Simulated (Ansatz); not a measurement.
# Zn, one cell by several methods

```
CELL_PARAMETERS angstrom
2.64691 0.00000 0.00000
-1.32346 2.29229 0.00000
0.00000 0.00000 4.91350
ATOMIC_POSITIONS crystal
Zn 0.33333 0.66667 0.25000
Zn 0.66667 0.33333 0.75000
```

Atom numbers follow the list: Zn1, Zn2.

The geometry is COD entry 9008522, unchecked; take it as a test cell. The listed cell was then made from it by scaling, straining or moving an atom.

Methods: DFT, PBEsol, PAW with Ansatz's default frozen-core files, scalar-relativistic (Ansatz 0.2.0); DFT, PBEsol, all-electron LAPW, scalar-relativistic (Ansatz 0.2.0).

For PAW: a Γ-centred 18×18×8 k mesh, Fermi–Dirac smearing of 0.03 eV, cutoff 420 eV, no spin polarisation; the PAW files were made with PBE, and the program remakes their frozen cores for this functional. LAPW targets a basis error of 0.25 meV/atom. The Ansatz runs share mesh, smearing and spin set-up. Plane-wave (PAW) pressures include the program's estimate of the Pulay term.

Stress and pressure are positive in compression.

The change that made this cell: volume scaled by 0.98.

PAW results:

| quantity | PAW |
| --- | --- |
| pressure (GPa) | -4.05 |
| stress xx (GPa) | -4.62 |
| stress zz (GPa) | -2.91 |

Task: What does full-potential LAPW give for the same quantities?

Result: 
```json
{"quantity": "pressure (GPa)", "LAPW": "-4.04"}
{"quantity": "stress xx (GPa)", "LAPW": "-4.60"}
{"quantity": "stress zz (GPa)", "LAPW": "-2.91"}
```
